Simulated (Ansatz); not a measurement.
Al₂O₃:
```yaml
crystal:
  lattice:
    - [2.37884, 1.37342, 4.33075]
    - [-2.37884, 1.37342, 4.33075]
    - [0.00000, -2.74685, 4.33075]
  atoms:
    - { symbol: Al, position: [0.14816, 0.14816, 0.14816] }
    - { symbol: Al, position: [0.85184, 0.85184, 0.85184] }
    - { symbol: Al, position: [0.35184, 0.35184, 0.35184] }
    - { symbol: Al, position: [0.64816, 0.64816, 0.64816] }
    - { symbol: O, position: [0.94368, 0.55632, 0.25000] }
    - { symbol: O, position: [0.05632, 0.44368, 0.75000] }
    - { symbol: O, position: [0.25000, 0.94368, 0.55632] }
    - { symbol: O, position: [0.75000, 0.05632, 0.44368] }
    - { symbol: O, position: [0.55632, 0.25000, 0.94368] }
    - { symbol: O, position: [0.44368, 0.75000, 0.05632] }
```

This is the r²SCAN-relaxed structure.

**Question.** All from the program Ansatz at the r²SCAN level (PAW), unless another level is named. Predict the band gap.

**Answer.** 7.15 eV (direct).

**Question.** Next, the formation energy from the elements (no fitted shifts)?

**Answer.** -3.28 eV/atom.

**Question.** And the valence-band maximum?

**Answer.** at Γ.

Space group R-3c (corundum). The r²SCAN relaxation kept the symmetry of its start. The references are the lowest solids computed at this level, not always the standard phases (solids in place of the gases).

Potentials: the earlier of the program's two PAW sets.
